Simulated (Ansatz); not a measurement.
Values for one crystal, relaxed and computed with LDA in the plane-wave PAW code Ansatz; other levels are named.

- Volume per atom: 24.95 Å³
- Band gap: 3.66 eV (indirect)
- Static dielectric constant ε0 (ions relaxed, cell fixed): 4.55 (xx), 5.12 (yy), 9.00 (zz)
- Highest zone-centre frequency (without LO–TO term): 11.70 THz
- Vibrational entropy at 300 K: 37.2 J/(K·mol of atoms)
- Electronic dielectric constant ε∞ (DFPT): 3.44 (xx), 3.62 (yy), 3.89 (zz)
- Smallest direct gap on the standard path: 3.71 eV

Which of these materials gives this?
A. HfCl4, P2/c (Hf on 2f, Cl on 4g, Cl on 4g)
B. NbCl5, C2/m (Pearson symbol mS72)
C. KBr, rock salt
D. CuI, P4/nmm (Cu on 2b, I on 2c)

A, HfCl4, P2/c (Hf on 2f, Cl on 4g, Cl on 4g)

The first step of the workflow began from a Materials Project structure, measured or hypothetical; the Crystallography Open Database files this formula in space group No. 13, but the cells were not matched. Whether it is the stable phase at ambient conditions was not checked. Symmetry was held in the LDA relaxation; phonons on a q-mesh show no instability. No spin polarisation was allowed. A crystal of weakly bound chains computed without a dispersion correction: the cell and the soft elastic constants depend strongly on that. Scalar-relativistic: spin–orbit coupling is off unless named, which matters more the heavier the elements.

Potentials: the later of the program's two PAW sets.
